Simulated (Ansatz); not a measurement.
Here is the system:

BeSe:
```
CELL_PARAMETERS angstrom
      0.00000     2.56446     2.56446
      2.56446     0.00000     2.56446
      2.56446     2.56446     0.00000
ATOMIC_POSITIONS crystal
  Se 0.75000 0.75000 0.75000
  Be 0.00000 0.00000 0.00000
```

This is the PBEsol-relaxed structure.

Problem. All from DFT-PBEsol in the program Ansatz with PAW potentials, unless another level is named. Give the gap with spin–orbit coupling.

Solution. 2.32 eV.

Problem. And the hole effective mass, band 2 of 3 at the edge?

Solution. 0.46 along [100], 0.46 along [110], 1.1 along [111] (mₑ).

Problem. What about the weight of the valence-edge state by species (Voronoi cells)?

Solution. Se 78 %, Be 22 %.

Space group F-43m (zinc blende). Symmetry was held in the PBEsol relaxation. Scalar-relativistic: spin–orbit coupling is off unless named, which matters more the heavier the elements.

Potentials: the later of the program's two PAW sets.
